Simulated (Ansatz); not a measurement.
# Property card for CdGaNO

CdGaNO:
```
CELL_PARAMETERS angstrom
      3.28651     0.00000     0.00000
     -1.64325     2.84620     0.00000
      0.00000     0.00000     5.70068
ATOMIC_POSITIONS crystal
  Ga 0.33333 0.66667 0.50127
  Cd 0.66667 0.33333 0.98040
  O  0.33333 0.66667 0.17216
  N  0.66667 0.33333 0.59616
```

Space group P3m1 (No. 156); conventional cell a = b = 3.287 Å, c = 5.701 Å, α = β = 90.00°, γ = 120.00°.

Method: the program Ansatz at the r²SCAN level (PAW). The cell and atoms are relaxed at this level. Other levels are named where they apply.

Cell and energy:

- Volume per atom = 13.33 Å³
- Density = 6.61 g/cm³
- Formation energy from the elements (no fitted shifts) = -84 kJ/mol of atoms

Electronic structure:

- Band gap = 0.87 eV (direct)
- Valence-band maximum = at Γ
- Conduction-band minimum = at Γ
- Electron effective mass = 0.13, 0.14, 0.14 mₑ (principal values)
- Hole effective mass, band 1 of 2 at the edge = 2.0 along x, 2.6 along z (mₑ)
- Hole effective mass, band 2 of 2 at the edge = 0.14 along x, 2.6 along z (mₑ)
- HSE06 gap on the r²SCAN cell = 1.67 eV
- Gap with spin–orbit coupling = 0.86 eV

Mechanics:

* **Bulk modulus (Birch–Murnaghan fit)**: 143 GPa
* **Pressure derivative B′**: 4.4

Charges:

Bader charges: Ga +1.70, Cd +1.11, O -1.26, N -1.55 e

The start of the workflow was typed in or built on a structure type; neither database checked (COD, Materials Project) lists it. Whether it is the stable phase at ambient conditions was not checked. The r²SCAN relaxation kept the symmetry of its start; its stability against distortions is not shown here. The references are the lowest solids computed at this level, not always the standard phases (solids in place of the gases). Spin–orbit coupling is left out wherever it is not named.

Potentials: the earlier of the program's two PAW sets. The files were generated under PBE; for other functionals the program regenerates the frozen cores, and for LDA and PBEsol the local potential too.
